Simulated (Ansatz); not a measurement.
Input, command and steps of an Ansatz relaxation.

```yaml
crystal:
  lattice:
    - [-1.953021624, 1.953021624, 4.3625937576]
    - [1.953021624, -1.953021624, 4.3625937576]
    - [1.953021624, 1.953021624, -4.3625937576]
  atoms:
    - { symbol: Zr, position: [0.0, 0.0, 0.0] }
    - { symbol: Ta, position: [0.5, 0.5, 0.0] }
    - { symbol: Ta, position: [0.25, 0.75, 0.5] }
    - { symbol: Ta, position: [0.75, 0.25, 0.5] }
basis:
  ecutwfc: 420
kpoints:
  mp_grid: { grid: [6, 6, 6] }
hamiltonian:
  xc: pbe
scf:
  occupations: { method: gaussian, width: 0.1 }
  lower_state_search: "off"
output:
  forces: true
  stress: true
  eigenvalues: true
relax:
  adjacent_minimum: "off"
  f_tol: 0.04
  max_steps: 70
  cell: { stress_tol: 0.4 }
```

```bash
ansatz run input.yaml --threads 1 --pin off --max-ram 2560MiB --backend cpu --events-out ev --progress --plain --runs-dir out
```

Theory: DFT PBE, scalar-relativistic, plane waves, PAW in Ansatz.

Of 7 frames 7 are shown, positions in Å and forces in eV/Å; the SCF threshold varies from step to step. Steps run on the plane waves of an earlier cell, with a Pulay correction in the pressure. The basis is chosen afresh for the last frame, the zero of the energies, and at times for earlier ones too; energy and pressure step there, also at an unchanged geometry.

```xyz
4
Lattice="-1.9530 1.9530 4.3626 1.9530 -1.9530 4.3626 1.9530 1.9530 -4.3626" Properties=species:S:1:pos:R:3:forces:R:3 pbc="T T T" step=1 free_energy_over_end_meV_per_atom=294.04 pressure_GPa=34.53
Zr    0.0000    0.0000    0.0000    0.0000    0.0000    0.0000
Ta    0.0000    0.0000    4.3626    0.0000    0.0000    0.0000
Ta    1.9530    0.0000    2.1813    0.0000    0.0000    0.0000
Ta    0.0000    1.9530    2.1813    0.0000    0.0000    0.0000
4
Lattice="-2.0169 2.0169 4.5803 2.0169 -2.0169 4.5803 2.0169 2.0169 -4.5803" Properties=species:S:1:pos:R:3:forces:R:3 pbc="T T T" step=2 free_energy_over_end_meV_per_atom=34.69 pressure_GPa=7.97
Zr    0.0000    0.0000    0.0000    0.0000    0.0000    0.0000
Ta    0.0000    0.0000    4.5803    0.0000    0.0000    0.0000
Ta    2.0169    0.0000    2.2902    0.0000    0.0000    0.0000
Ta    0.0000    2.0169    2.2902    0.0000    0.0000    0.0000
4
Lattice="-2.0295 2.0295 4.6902 2.0295 -2.0295 4.6902 2.0295 2.0295 -4.6902" Properties=species:S:1:pos:R:3:forces:R:3 pbc="T T T" step=3 free_energy_over_end_meV_per_atom=8.18 pressure_GPa=1.59
Zr    0.0000    0.0000    0.0000    0.0000    0.0000    0.0000
Ta    0.0000    0.0000    4.6902    0.0000    0.0000    0.0000
Ta    2.0295    0.0000    2.3451    0.0000    0.0000    0.0000
Ta    0.0000    2.0295    2.3451    0.0000    0.0000    0.0000
4
Lattice="-2.0248 2.0248 4.7687 2.0248 -2.0248 4.7687 2.0248 2.0248 -4.7687" Properties=species:S:1:pos:R:3:forces:R:3 pbc="T T T" step=4 free_energy_over_end_meV_per_atom=2.78 pressure_GPa=-0.37
Zr    0.0000    0.0000    0.0000    0.0000    0.0000    0.0000
Ta    0.0000    0.0000    4.7687    0.0000    0.0000    0.0000
Ta    2.0248    0.0000    2.3844    0.0000    0.0000    0.0000
Ta    0.0000    2.0248    2.3844    0.0000    0.0000    0.0000
4
Lattice="-2.0096 2.0096 4.8194 2.0096 -2.0096 4.8194 2.0096 2.0096 -4.8194" Properties=species:S:1:pos:R:3:forces:R:3 pbc="T T T" step=5 free_energy_over_end_meV_per_atom=2.06 pressure_GPa=0.22
Zr    0.0000    0.0000    0.0000    0.0000    0.0000    0.0000
Ta    0.0000    0.0000    4.8194    0.0000    0.0000    0.0000
Ta    2.0096    0.0000    2.4097    0.0000    0.0000    0.0000
Ta    0.0000    2.0096    2.4097    0.0000    0.0000    0.0000
4
Lattice="-2.0144 2.0144 4.8036 2.0144 -2.0144 4.8036 2.0144 2.0144 -4.8036" Properties=species:S:1:pos:R:3:forces:R:3 pbc="T T T" step=6 free_energy_over_end_meV_per_atom=1.78 pressure_GPa=0.03
Zr    0.0000    0.0000    0.0000    0.0000    0.0000    0.0000
Ta    0.0000    0.0000    4.8036    0.0000    0.0000    0.0000
Ta    2.0144    0.0000    2.4018    0.0000    0.0000    0.0000
Ta    0.0000    2.0144    2.4018    0.0000    0.0000    0.0000
4
Lattice="-2.0144 2.0144 4.8036 2.0144 -2.0144 4.8036 2.0144 2.0144 -4.8036" Properties=species:S:1:pos:R:3:forces:R:3 pbc="T T T" step=7 free_energy_over_end_meV_per_atom=0.00 pressure_GPa=0.08
Zr    0.0000    0.0000    0.0000    0.0000    0.0000    0.0000
Ta    0.0000    0.0000    4.8036    0.0000    0.0000    0.0000
Ta    2.0144    0.0000    2.4018    0.0000    0.0000    0.0000
Ta    0.0000    2.0144    2.4018    0.0000    0.0000    0.0000
```

The start puts this composition into another compound's structure type, which needn't suit it. At the end the space group is I4/mmm (tolerance 0.05 Å).

The run took 28 s on 1 thread of Arm Neoverse V2, with other jobs on the host, peak memory 0.41 GiB.

The k mesh is coarse. Spin–orbit coupling is left out, which can shift energies with elements as heavy as these.